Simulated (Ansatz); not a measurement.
# Vibrational response of Ca$_{4}$Ge$_{2}$N

These are results of DFT PBE, scalar-relativistic, plane waves, PAW in Ansatz 0.2.0, not measurements. Cutoff 420 eV, 10×10×10 k-points (Γ-centred), Gaussian smearing of 0.10 eV. No spin polarisation. Phonons by linear response, acoustic sum rule imposed.

Equilibrium structure at this level:
```
Ca Ge N
1.0
    -2.44185    2.44185    7.24174
     2.44185   -2.44185    7.24174
     2.44185    2.44185   -7.24174
Ca Ge N
4 2 1
Cartesian
  2.4419 0.0000 0.0000
  0.0000 2.4419 0.0000
  0.0000 0.0000 2.3861
  0.0000 0.0000 12.0974
  0.0000 0.0000 9.0591
  0.0000 0.0000 5.4244
  0.0000 0.0000 0.0000
```

It was reached by relaxing an invented guess, and it needn't be the stable form of this composition. In a metal, frequencies depend on the k mesh and the smearing, soft modes most.

(1) Is this structure stable against zone-centre distortions?

(2) List the optical modes at Γ (i marks imaginary ones).

Results:

(1) Yes, at Γ: no optical mode is imaginary. Strains and other wave vectors aren't tested by this run.

(2)
| frequency (meV) | degeneracy |
| --- | --- |
| 11.2 | 2 |
| 12.6 | 2 |
| 16.1 | 2 |
| 16.4 | 1 |
| 21.4 | 1 |
| 21.7 | 1 |
| 23.2 | 2 |
| 25.9 | 1 |
| 26.4 | 1 |
| 30.8 | 2 |
| 41.5 | 2 |
| 41.9 | 1 |
